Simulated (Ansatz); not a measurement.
**Ta: energy along a strain**

Ta, Fm-3m, a = 4.220 Å (as given, not relaxed at this level: -1.7 GPa). This isn't the element's structure at ambient conditions. Ansatz: r2SCAN, PAW, 500 eV, Γ-centred 20×20×20 mesh on 1 atom, Gaussian smearing 0.15 eV; no spin polarisation. Cell vectors (Å): 0.000 2.110 2.110; 2.110 0.000 2.110; 2.110 2.110 0.000. The cell is strained by x per cent times the pattern (1 1 0 0 0 0) in the order xx yy zz yz xz xy (engineering shears), with fractional coordinates held. y is the free energy over the start, V0 = 18.788 Å³/atom. Points with a strain past 8.5 % were computed too (3) and aren't used here.

```
x (%) y (meV/atom)
-7.50        224.33
-5.00             ?
-2.50         17.24
 0.00          0.00
 2.50         34.74
 5.00        114.79
 7.50        233.83
```

Q: Fit y = c1 x + c2 x² + c3 x³ to the other rows, get the stiffness along the pattern, and predict the missing energy.

A: Least squares on the rows shown. y = 3.9790 x + 4.0753 x² − 0.059350 x³. The clamped-ion stiffness p·C·p = 2 × 40.75 eV × 160.2 / 18.788 Å³ = 695 GPa (second derivative at the start, which stands under stress). At x = -5.00 the fit asked for gives 89.41 meV/atom. The run gave 90.25 meV/atom, so the fit is 0.84 meV/atom too low, within twice the rms miss on the fitted rows (0.43 meV/atom).

Spin–orbit coupling is left out, which can shift energies with elements as heavy as these.